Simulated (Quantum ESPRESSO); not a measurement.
## WGa2Cu2Mo3 (one run as intended and one with a planted mistake)

A calculation, not a measurement. The program is pw.x of Quantum ESPRESSO 7.5 (plane-wave density functional theory). The cell is made up: eight metal atoms on a face-centred cubic lattice, with elements, volume, strain and displacements drawn at random and not relaxed, so it may be unstable or far from any real phase. PseudoDojo standard norm-conserving files set the functional (PBE unless stated); there is no spin polarisation or spin-orbit coupling, the Fermi-Dirac width of 0.25 eV means electrons at about 2900 K, and the masses in the input are unused placeholders. The copper pseudopotential is less sure than most, with forces differing by about three percent and pressure by about two GPa from a second method on plain copper. Heavy elements are run without spin-orbit coupling, which real alloys of them have. A spin test at this wide smearing found no moment, but such smearing suppresses magnetism that the real alloy may have.

Intended input:

```
&control calculation='scf', pseudo_dir='./dojo.nc.sr.pbe.v0_5.standard.upf', outdir='./o', disk_io='minimal', tprnfor=.true., tstress=.true. /
&system ibrav=0, nat=8, ntyp=4, nbnd=73, ecutwfc=92.02030273, nosym=.true., tot_charge=0,
 occupations='smearing', smearing='fd', degauss=0.0183746611
/
&electrons conv_thr=1.470e-08, electron_maxstep=70, mixing_beta=0.5 /
ATOMIC_SPECIES
Cu 1.0 Cu.upf
Ga 1.0 Ga.upf
Mo 1.0 Mo.upf
W 1.0 W.upf
CELL_PARAMETERS angstrom
-3.8898 0.0 0.0
-1.9449 -3.8898 -1.9449
-1.9449 -3.8898 5.8347
ATOMIC_POSITIONS angstrom
W -0.0249 -0.0029 0.0507
Ga -1.8635 -3.825 2.0743
Ga -2.0483 -2.0763 -0.043
Cu -3.8282 -5.7929 2.0915
Cu -3.7578 -3.7888 3.7843
Mo -3.8911 -3.764 -0.0158
Mo -3.8428 -2.0066 1.9421
Mo -5.7868 -5.9711 3.915
K_POINTS automatic
7 5 4 1 1 1
```

The log is shortened where brackets say so; the opening notice, blank lines, dates and the lines on written files are dropped, and the path of the files is cut. It prints rydbergs, bohrs and kilobars, and counts compression as positive stress. Its total energy is the free energy E - TS of the whole cell.

Log of the intended run:

```
     Program PWSCF v.7.5
     Parallel version (MPI & OpenMP), running on       4 processor cores
     Number of MPI processes:                 4
     Threads/MPI process:                     1
     [start-up lines left out]
     bravais-lattice index     =            0
     lattice parameter (alat)  =       7.3507  a.u.
     unit-cell volume          =     794.3436 (a.u.)^3
     number of atoms/cell      =            8
     number of atomic types    =            4
     number of electrons       =       120.00
     number of Kohn-Sham states=           73
     kinetic-energy cutoff     =      92.0203  Ry
     charge density cutoff     =     368.0812  Ry
     scf convergence threshold =      1.5E-08
     mixing beta               =       0.5000
     number of iterations used =            8  plain     mixing
     Exchange-correlation= PBE
                           (   1   4   3   4   0   0   0)
     [axes and pseudopotential details left out]
   Cartesian axes
     site n.     atom                  positions (alat units)
         1        W      tau(   1) = (  -0.0064014  -0.0007455   0.0130341  )
         2        Ga     tau(   2) = (  -0.4790735  -0.9833410   0.5332665  )
         3        Ga     tau(   3) = (  -0.5265823  -0.5337807  -0.0110546  )
         4        Cu     tau(   4) = (  -0.9841637  -1.4892539   0.5376883  )
         5        Cu     tau(   5) = (  -0.9660651  -0.9740347   0.9728778  )
         6        Mo     tau(   6) = (  -1.0003342  -0.9676590  -0.0040619  )
         7        Mo     tau(   7) = (  -0.9879171  -0.5158620   0.4992802  )
         8        Mo     tau(   8) = (  -1.4876857  -1.5350661   1.0064785  )
     number of k points=    70  Fermi-Dirac smearing, width (Ry)=  0.0184
                       cart. coord. in units 2pi/alat
        k(    1) = (  -0.0714286  -0.0705357   0.0125000), wk =   0.0285714
        k(    2) = (  -0.0714286  -0.1330357   0.1375000), wk =   0.0285714
     [further k points left out]
     Dense  grid:    94563 G-vectors     FFT dimensions: (  45,  60,  90)
     Estimated max dynamical RAM per process >     412.50 MB
     Estimated total dynamical RAM >       1.54 GB
     Initial potential from superposition of free atoms
     starting charge     119.9892, renormalised to     120.0000
     Starting wfcs are   78 randomized atomic wfcs
     total cpu time spent up to now is        7.9 secs
     per-process dynamical memory:   338.0 Mb
     Self-consistent Calculation
     iteration #  1     ecut=    92.02 Ry     beta= 0.50
     Davidson diagonalization with overlap
     ethr =  1.00E-02,  avg # of iterations =  3.2
     total cpu time spent up to now is       29.2 secs
     total energy              =   -1631.37025691 Ry
     estimated scf accuracy    <       9.59601882 Ry
     iteration #  2     ecut=    92.02 Ry     beta= 0.50
     Davidson diagonalization with overlap
     ethr =  8.00E-03,  avg # of iterations =  3.0
     total cpu time spent up to now is       52.4 secs
     total energy              =   -1632.00128426 Ry
     estimated scf accuracy    <      68.46385856 Ry
     [iterations 3 to 16 left out]
     iteration # 17     ecut=    92.02 Ry     beta= 0.50
     Davidson diagonalization with overlap
     ethr =  8.39E-10,  avg # of iterations =  2.0
     total cpu time spent up to now is      323.8 secs
     total energy              =   -1637.58064502 Ry
     estimated scf accuracy    <       0.00000012 Ry
     iteration # 18     ecut=    92.02 Ry     beta= 0.50
     Davidson diagonalization with overlap
     ethr =  9.91E-11,  avg # of iterations =  2.0
     total cpu time spent up to now is      340.3 secs
     End of self-consistent calculation
     [lines on levels left out]
!    total energy              =   -1637.58064503 Ry
     estimated scf accuracy    <          5.0E-09 Ry
     smearing contrib. (-TS)   =      -0.09054183 Ry
     internal energy E=F+TS    =   -1637.49010321 Ry
     The total energy is F=E-TS. E is the sum of the following terms:
     one-electron contribution =    -656.06104220 Ry
     hartree contribution      =     413.94398535 Ry
     xc contribution           =    -272.34577594 Ry
     ewald contribution        =   -1123.02727041 Ry
     convergence has been achieved in  18 iterations
     Forces acting on atoms (cartesian axes, Ry/au):
     atom    1 type  4   force =     0.01568764   -0.02789910   -0.06840072
     atom    2 type  2   force =    -0.00655537   -0.04069775    0.00325947
     atom    3 type  2   force =     0.06171276    0.09011666    0.02663624
     atom    4 type  1   force =     0.00046748    0.00257584   -0.02680211
     atom    5 type  1   force =    -0.01446039   -0.01938981    0.02460694
     atom    6 type  3   force =    -0.01633132   -0.09530965    0.04703847
     atom    7 type  3   force =    -0.01302787    0.04566675    0.01648027
     atom    8 type  3   force =    -0.02749293    0.04493705   -0.02281856
     Total force =     0.198378     Total SCF correction =     0.000306
     Computing stress (Cartesian axis) and pressure
          total   stress  (Ry/bohr**3)                   (kbar)     P=       71.72
   0.00052965   0.00004551   0.00001932           77.91        6.69        2.84
   0.00004551   0.00041459  -0.00015578            6.69       60.99      -22.92
   0.00001932  -0.00015578   0.00051845            2.84      -22.92       76.27
     init_run     :      7.08s CPU      7.48s WALL (       1 calls)
     electrons    :    318.51s CPU    332.43s WALL (       1 calls)
     forces       :      2.47s CPU      2.49s WALL (       1 calls)
     stress       :      8.41s CPU      8.49s WALL (       1 calls)
     [timing details left out]
     PWSCF        :   5m36.90s CPU   5m51.43s WALL
     JOB DONE.
```

A second run has one planted mistake: one coordinate of one atom is wrong. The input lines that differ:

```
- Mo -5.7868 -5.9711 3.915
+ Mo -5.7868 -6.1711 3.915
```

Its log:

```
     Program PWSCF v.7.5
     Parallel version (MPI & OpenMP), running on       4 processor cores
     Number of MPI processes:                 4
     Threads/MPI process:                     1
     [start-up lines left out]
     bravais-lattice index     =            0
     lattice parameter (alat)  =       7.3507  a.u.
     unit-cell volume          =     794.3436 (a.u.)^3
     number of atoms/cell      =            8
     number of atomic types    =            4
     number of electrons       =       120.00
     number of Kohn-Sham states=           73
     kinetic-energy cutoff     =      92.0203  Ry
     charge density cutoff     =     368.0812  Ry
     scf convergence threshold =      1.5E-08
     mixing beta               =       0.5000
     number of iterations used =            8  plain     mixing
     Exchange-correlation= PBE
                           (   1   4   3   4   0   0   0)
     [axes and pseudopotential details left out]
   Cartesian axes
     site n.     atom                  positions (alat units)
         1        W      tau(   1) = (  -0.0064014  -0.0007455   0.0130341  )
         2        Ga     tau(   2) = (  -0.4790735  -0.9833410   0.5332665  )
         3        Ga     tau(   3) = (  -0.5265823  -0.5337807  -0.0110546  )
         4        Cu     tau(   4) = (  -0.9841637  -1.4892539   0.5376883  )
         5        Cu     tau(   5) = (  -0.9660651  -0.9740347   0.9728778  )
         6        Mo     tau(   6) = (  -1.0003342  -0.9676590  -0.0040619  )
         7        Mo     tau(   7) = (  -0.9879171  -0.5158620   0.4992802  )
         8        Mo     tau(   8) = (  -1.4876857  -1.5864826   1.0064785  )
     number of k points=    70  Fermi-Dirac smearing, width (Ry)=  0.0184
                       cart. coord. in units 2pi/alat
        k(    1) = (  -0.0714286  -0.0705357   0.0125000), wk =   0.0285714
        k(    2) = (  -0.0714286  -0.1330357   0.1375000), wk =   0.0285714
     [further k points left out]
     Dense  grid:    94563 G-vectors     FFT dimensions: (  45,  60,  90)
     Estimated max dynamical RAM per process >     412.50 MB
     Estimated total dynamical RAM >       1.54 GB
     Initial potential from superposition of free atoms
     starting charge     119.9892, renormalised to     120.0000
     Starting wfcs are   78 randomized atomic wfcs
     total cpu time spent up to now is        7.7 secs
     per-process dynamical memory:   338.0 Mb
     Self-consistent Calculation
     iteration #  1     ecut=    92.02 Ry     beta= 0.50
     Davidson diagonalization with overlap
     ethr =  1.00E-02,  avg # of iterations =  3.3
     total cpu time spent up to now is       27.0 secs
     total energy              =   -1631.05085903 Ry
     estimated scf accuracy    <      10.01041758 Ry
     iteration #  2     ecut=    92.02 Ry     beta= 0.50
     Davidson diagonalization with overlap
     ethr =  8.34E-03,  avg # of iterations =  3.0
     total cpu time spent up to now is       46.3 secs
     total energy              =   -1631.71215912 Ry
     estimated scf accuracy    <      71.01539145 Ry
     [iterations 3 to 16 left out]
     iteration # 17     ecut=    92.02 Ry     beta= 0.50
     Davidson diagonalization with overlap
     ethr =  4.84E-10,  avg # of iterations =  2.0
     total cpu time spent up to now is      281.2 secs
     total energy              =   -1637.54923952 Ry
     estimated scf accuracy    <       0.00000001 Ry
     iteration # 18     ecut=    92.02 Ry     beta= 0.50
     Davidson diagonalization with overlap
     ethr =  1.23E-11,  avg # of iterations =  4.0
     total cpu time spent up to now is      299.1 secs
     End of self-consistent calculation
     [lines on levels left out]
!    total energy              =   -1637.54923952 Ry
     estimated scf accuracy    <          4.1E-09 Ry
     smearing contrib. (-TS)   =      -0.08765365 Ry
     internal energy E=F+TS    =   -1637.46158587 Ry
     The total energy is F=E-TS. E is the sum of the following terms:
     one-electron contribution =    -658.37782550 Ry
     hartree contribution      =     415.15959087 Ry
     xc contribution           =    -272.46530896 Ry
     ewald contribution        =   -1121.77804229 Ry
     convergence has been achieved in  18 iterations
     Forces acting on atoms (cartesian axes, Ry/au):
     atom    1 type  4   force =     0.02408871   -0.07617721   -0.08607060
     atom    2 type  2   force =    -0.00708811   -0.04384543    0.00959044
     atom    3 type  2   force =     0.06109749    0.09218717    0.02675138
     atom    4 type  1   force =     0.00052309    0.00290030   -0.02843407
     atom    5 type  1   force =    -0.01252204   -0.03442979    0.01020621
     atom    6 type  3   force =    -0.01679229   -0.11578648    0.08299237
     atom    7 type  3   force =    -0.01348457    0.04836682    0.01782281
     atom    8 type  3   force =    -0.03582228    0.12678463   -0.03285854
     Total force =     0.270035     Total SCF correction =     0.000353
     Computing stress (Cartesian axis) and pressure
          total   stress  (Ry/bohr**3)                   (kbar)     P=      111.48
   0.00085904   0.00003399   0.00000853          126.37        5.00        1.25
   0.00003399   0.00064628  -0.00014963            5.00       95.07      -22.01
   0.00000853  -0.00014963   0.00076821            1.25      -22.01      113.01
     init_run     :      7.25s CPU      7.56s WALL (       1 calls)
     electrons    :    284.31s CPU    291.49s WALL (       1 calls)
     forces       :      2.49s CPU      2.52s WALL (       1 calls)
     stress       :      8.36s CPU      8.37s WALL (       1 calls)
     [timing details left out]
     PWSCF        :   5m 2.51s CPU   5m10.12s WALL
     JOB DONE.
```

|  | intended run | run with the mistake |
| --- | --- | --- |
| free energy (eV) | -22280.420 | -22279.992 |
| entropy term -TS, part of it (eV) | -1.232 | -1.193 |
| pressure (GPa) | 7.17 | 11.15 |
| size of the largest force component (eV/Å) | 2.451 | 3.260 |
| largest change of a force component (eV/Å) |  | 2.104 |
| iterations | 18 | 18 |

For scale, a rerun of the intended cell at a higher cutoff and on a denser mesh moved values by no more than 0.003 eV in energy, 0.04 GPa in stress and 0.006 eV/Å in force, and a second program with other atomic files agreed on that cell to 2 % rms in force and 0.5 GPa in pressure.